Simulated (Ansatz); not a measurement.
From the elastic tensor of CaPtCl6 to moduli and sound speeds

Method: DFT PBE, scalar-relativistic, plane waves, PAW in Ansatz. Settings: 420 eV plane-wave cutoff, Γ-centred 6×6×6 mesh, fixed occupations. No spin polarisation.

Space group R-3 (No. 148), trigonal, a = 6.374 Å, c = 17.483 Å. Ca has 6 Cl at 2.81 Å; around Pt lie 6 Cl at 2.35 Å; around Cl lie 1 Pt at 2.35 Å and 1 Ca at 2.81 Å.

The structure comes from a generated guess, relaxed at this level; another structure or a mixture of phases may lie lower. Spin–orbit coupling is left out, which matters for heavy elements.

Relaxed-ion constants (GPa, on the Cartesian axes of the calculation):
```
33.3  8.7 18.3 -5.0 -5.8  0.0
 8.7 33.3 18.3  5.0  5.8  0.0
18.3 18.3 45.3  0.0  0.0  0.0
-5.0  5.0  0.0 16.7  0.0  5.8
-5.8  5.8  0.0  0.0 16.7 -5.0
 0.0  0.0  0.0  5.8 -5.0 12.3
```

Density 3.627 g/cm³; 8 atoms in 205.07 Å³.

With S = C⁻¹: B_V = (C11+C22+C33+2(C12+C13+C23))/9, G_V = (C11+C22+C33−C12−C13−C23+3(C44+C55+C66))/15, 1/B_R = S11+S22+S33+2(S12+S13+S23), 15/G_R = 4(S11+S22+S33−S12−S13−S23)+3(S44+S55+S66); Hill is their mean. Then v_l = √((B+4G/3)/ρ), v_t = √(G/ρ), v_m = [(2/v_t³+1/v_l³)/3]^(−1/3) and Θ = (ħ/k_B)·v_m·(6π²n/V)^(1/3) for n atoms in the volume V; E = 9BG/(3B+G), ν = (3B−2G)/(2(3B+G)) and A^U = 5G_V/G_R + B_V/B_R − 6.

```json
{
  "Bulk modulus, Voigt / Reuss / Hill": "22.5 / 20.8 / 21.6 GPa",
  "Shear modulus, Voigt / Reuss / Hill": "13.6 / 10.0 / 11.8 GPa",
  "Young's modulus": "30 GPa",
  "Poisson ratio": "0.270",
  "Pugh ratio B/G": "1.84 (over 1.75, the rule of thumb for ductile)",
  "Universal anisotropy index": "1.91",
  "Longitudinal and transverse sound speeds": "3209 and 1803 m/s",
  "Debye temperature from the mean sound speed": "203 K"
}
```
